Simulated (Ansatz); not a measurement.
## W: from a starting cell to a relaxed one

The start is a relaxed W cell deformed by the Cartesian strain tensor (xx, yy, zz, yz, xz, xy) = (0.049, 0.059, -0.065, -0.046, -0.058, -0.039). The cell and all atomic positions are relaxed at zero pressure with PBE (plane waves to 420 eV, PAW, scalar-relativistic; Ansatz, a first-principles code). The first steps use a coarse 15×15×14 k-mesh.

Starting cell:
```yaml
crystal:
  lattice:
    - [-1.82503, 1.67380, 1.50746]
    - [1.63878, -1.82184, 1.46925]
    - [1.70087, 1.69768, -1.65550]
  atoms:
    - { symbol: W, position: [0.00000, 0.00000, 0.00000] }
```

```yaml
energy_released: 0.36 eV/atom
volume_change: -3.0 %, from 16.64 to 16.13 Å³/atom
relative_to_the_parent: It relaxes back to the parent, Im-3m (No. 229)
Shortest distances (start → end): "The closest pairs of elements (up to four, under 3.6 Å), start → end: W–W 2.54 → 2.76 Å"
band_gap_at_the_end: no gap (metallic)
optimiser_moves: 13
```

Relaxed structure:

```cif
data_W2
_chemical_formula_sum 'W2'
_space_group_name_H-M_alt 'Im-3m'
_space_group_IT_number 229
_space_group_name_Hall '-I 4 2 3'
_cell_length_a 3.18365
_cell_length_b 3.18365
_cell_length_c 3.18365
_cell_angle_alpha 90.000
_cell_angle_beta 90.000
_cell_angle_gamma 90.000
loop_
_atom_site_label
_atom_site_type_symbol
_atom_site_symmetry_multiplicity
_atom_site_Wyckoff_symbol
_atom_site_fract_x
_atom_site_fract_y
_atom_site_fract_z
_atom_site_occupancy
W1 W 2 a 0.00000 0.00000 0.00000 1
```
(The calculation used a cell of 1 atom; values per cell refer to that cell.)

Final values are on a 20×20×20 k-mesh of the relaxed cell. No spin polarisation in the result.

The run could not lose the symmetry of its start.
